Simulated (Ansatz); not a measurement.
ZrIr:
```yaml
crystal:
  lattice:
    - [1.56060, -5.03901, 0.00000]
    - [1.56060, 5.03901, 0.00000]
    - [0.00000, 0.00000, 4.43366]
  atoms:
    - { symbol: Zr, position: [0.64317, 0.35683, 0.25000] }
    - { symbol: Ir, position: [0.90811, 0.09189, 0.25000] }
    - { symbol: Zr, position: [0.35683, 0.64317, 0.75000] }
    - { symbol: Ir, position: [0.09189, 0.90811, 0.75000] }
```

Relaxed with LDA. Special points in fractions of this cell's reciprocal vectors: Γ (0.000, 0.000, 0.000); Y (-0.500, 0.500, 0.000); C0 (-0.274, 0.726, 0.000); Σ0 (0.274, 0.274, 0.000); Z (0.000, 0.000, 0.500); A0 (0.274, 0.274, 0.500); E0 (-0.274, 0.726, 0.500); T (-0.500, 0.500, 0.500); S (0.000, 0.500, 0.000); R (0.000, 0.500, 0.500).

Question: List the band energies nearest the Fermi level at these points for LDA (plane waves, PAW; program Ansatz).

Answer: In eV from the Fermi level; about four levels below and three above (degenerate sets whole), none deeper than 8.9 eV; points with the same levels are listed once.

```
k                     below                above
--  -----------------------  -------------------
Γ   -1.99 -1.23 -1.07 -0.13       1.08 1.44 1.95
Y   -1.99 -1.64 -1.50 -0.46       0.86 0.90 1.68
C0  -1.42 -1.34 -1.20 -0.55       0.74 1.23 1.62
Z   -1.18 -1.18 -0.69 -0.69  1.27 1.27 1.96 1.96
A0  -2.10 -2.10 -0.45 -0.45  0.68 0.68 1.72 1.72
T   -1.38 -1.38 -0.91 -0.91  0.66 0.66 2.78 2.78
S   -1.78 -1.33 -0.61 -0.33       0.27 1.47 1.50
R   -3.30 -3.30 -1.68 -1.68  0.12 0.12 0.61 0.61
```

Space group Cmcm. The start of the workflow was typed in or built on a structure type; the Crystallography Open Database copy checked does not list it. COD files the formula under space group No. 221, so this cell is another polymorph or a model. Whether it is the stable phase at ambient conditions was not checked. Symmetry was held in the LDA relaxation; its stability against distortions is not shown here. The run is not spin-polarised. Spin–orbit coupling is left out wherever it is not named.

Potentials: the earlier of the program's two PAW sets.
